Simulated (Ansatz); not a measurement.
BN:
```xyz
12
Lattice="2.4986 0.0000 0.0000 -1.2493 2.1638 0.0000 0.0000 0.0000 19.7810" Properties=species:S:1:pos:R:3 pbc="T T T"
B      0.0000     0.0000     1.6512
N      0.0000     1.4426     1.6532
B      0.0000     1.4426     4.9452
N      1.2493     0.7213     4.9470
B      1.2493     0.7213     8.2369
N      0.0000     0.0000     8.2381
B      0.0000     0.0000    11.5417
N      1.2493     0.7213    11.5437
B      1.2493     0.7213    14.8357
N      0.0000     1.4426    14.8375
B      0.0000     1.4426    18.1274
N      0.0000     0.0000    18.1286
```

Relaxed with r²SCAN+D4.

Map the electron localisation function on the plane through (0.000, 0.000, 0.083) spanned by u = [1, 1, 0] and v = [1, -1, 0] in lattice vectors, from r²SCAN+D4 in the plane-wave PAW code Ansatz.

x is the fraction of u, y of v (the angle between them is 90°; rows are the nearest grid lines); atoms in the plane: B at (0.00, 0.00), B at (0.50, 0.50), N at (0.00, 0.33), N at (0.50, 0.83).
```
y \ x   0.000  0.0625  0.188  0.250  0.375  0.438  0.562  0.625  0.750  0.812  0.938   1.00
------  -----  ------  -----  -----  -----  -----  -----  -----  -----  -----  -----  -----
1.00    0.000   0.001  0.557  0.765  0.769  0.711  0.711  0.769  0.765  0.557  0.001  0.000
0.909   0.138   0.317  0.908  0.929  0.778  0.545  0.545  0.778  0.929  0.908  0.317  0.138
0.864   0.285   0.447  0.881  0.891  0.563  0.177  0.177  0.563  0.891  0.881  0.447  0.285
0.773   0.152   0.230  0.635  0.715  0.585  0.415  0.415  0.585  0.715  0.635  0.230  0.152
0.682   0.031   0.049  0.324  0.574  0.867  0.911  0.911  0.867  0.574  0.324  0.049  0.031
0.636   0.040   0.050  0.207  0.414  0.816  0.895  0.895  0.816  0.414  0.207  0.050  0.040
0.545   0.455   0.471  0.498  0.423  0.111  0.039  0.039  0.111  0.423  0.498  0.471  0.455
0.455   0.691   0.744  0.900  0.913  0.523  0.078  0.078  0.523  0.913  0.900  0.744  0.691
0.364   0.060   0.177  0.821  0.891  0.754  0.447  0.447  0.754  0.891  0.821  0.177  0.060
0.318   0.025   0.092  0.713  0.806  0.639  0.386  0.386  0.639  0.806  0.713  0.092  0.025
0.227   0.811   0.808  0.751  0.654  0.253  0.104  0.104  0.253  0.654  0.751  0.808  0.811
0.136   0.916   0.895  0.649  0.414  0.093  0.050  0.050  0.093  0.414  0.649  0.895  0.916
0.0909  0.617   0.565  0.365  0.290  0.186  0.161  0.161  0.186  0.290  0.365  0.565  0.617
0.000   0.000   0.001  0.557  0.765  0.769  0.711  0.711  0.769  0.765  0.557  0.001  0.000
```

The density is the valence pseudo-density with augmentation charge, so density and ELF within about 1 Å of a nucleus are not all-electron values.

Space group P6_3mc. The start of the workflow was typed in or built on a structure type. Its sites differ from those of the usual phase in this space group: another stacking or structure type. The r²SCAN+D4 relaxation kept the symmetry of its start; whether a distortion lowers the energy is not shown.

Potentials: the later of the program's two PAW sets.
